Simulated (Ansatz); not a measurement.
AlAs:
Space group P6₃mc (No. 186); a = b = 4.0039 Å, c = 6.5792 Å, α = β = 90.00°, γ = 120.00°

```json
[
 {"atom": "Al", "site": "2b", "symmetry": "3m.", "x": "0.3333", "y": "0.6667", "z": "0.0007"},
 {"atom": "As", "site": "2b", "symmetry": "3m.", "x": "0.3333", "y": "0.6667", "z": "0.3753"}
]
```

Relaxed with PBEsol. DFT-PBEsol in the program Ansatz with PAW potentials gives a gap of 1.62 eV.

### Question
What gap does HSE06 give on the same cell (Ansatz, PAW)?

### Answer
2.40 eV, 0.78 eV more. The hybrid was solved on a coarser mesh and at special points; its gap is the smallest among all of these.

| k | v1 PBEsol | c1 PBEsol | v1 HSE06 | c1 HSE06 |
|---|---|---|---|---|
| Γ | 0.00 | 1.72 | (withheld) | (withheld) |
| A | -0.54 | 2.49 | (withheld) | (withheld) |
| K | -2.48 | 2.08 | (withheld) | (withheld) |
| H | -1.31 | 2.64 | -1.44 | 3.47 |
| M | -0.91 | 1.66 | -1.00 | 2.40 |
| L | -1.69 | 1.86 | (withheld) | (withheld) |

### Question
Top valence (v1) and lowest conduction level (c1) in eV from each method's valence maximum (which need not be a listed point): supply the withheld HSE06 values.

### Answer

- A, v1 HSE06: -0.59
- A, c1 HSE06: 3.36
- L, v1 HSE06: -1.85
- L, c1 HSE06: 2.64
- K, v1 HSE06: -2.69
- K, c1 HSE06: 2.83
- Γ, v1 HSE06: 0.00
- Γ, c1 HSE06: 2.53

Cost on shared cores: the PBEsol run (SCF on a 8×8×4 mesh, then bands and DOS) about 22 core-seconds (a rough figure), the HSE06 run (SCF on 6×6×3, then a few points) roughly 100 core-seconds; the tasks are unlike.

Space group P6_3mc (wurtzite). The workflow started from a Materials Project entry (that database holds measured and hypothetical structures alike); the Crystallography Open Database copy checked does not list it. It is not the phase usual at ambient conditions (space group No. 216). Symmetry was held in the PBEsol relaxation; whether a distortion lowers the energy is not shown. Scalar-relativistic: spin–orbit coupling is off unless named, which matters more the heavier the elements.

Potentials: the later of the program's two PAW sets.
